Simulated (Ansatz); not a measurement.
VSi2 in space group P6_222 (No. 180; V on 3c, Si on 6i) under volume change, DFT-r²SCAN in the program Ansatz with PAW potentials, shape and atoms relaxed at each volume.

| V (Å³/atom) | E − E(relaxed) (meV/atom) | P (GPa) |
|---|---|---|
| 11.371 | ? | ? |
| 11.746 | 29.3 | 13.26 |
| 12.120 | 6.9 | 6.09 |
| 12.495 | 0.0 | 0.00 |
| 12.870 | 6.2 | -5.17 |
| 13.245 | 23.6 | -9.55 |
| 13.620 | ? | ? |

Q: Some entries are withheld; supply them.

A: 
- 13.620, E − E(relaxed) (meV/atom): 50.4
- 13.620, P (GPa): -13.25
- 11.371, E − E(relaxed) (meV/atom): 70.0
- 11.371, P (GPa): 21.69

Q: What does a third-order Birch–Murnaghan fit give for V₀, B₀ and B′?

A: V₀ = 12.50 Å³/atom, B₀ = 186 GPa, B′ = 4.4.

Symmetry was held in the r²SCAN relaxation. The final state is ferromagnetic, the only order run, not a proven ground state. Other orbital occupations within this spin state were not tried.

Potentials: the later of the program's two PAW sets.
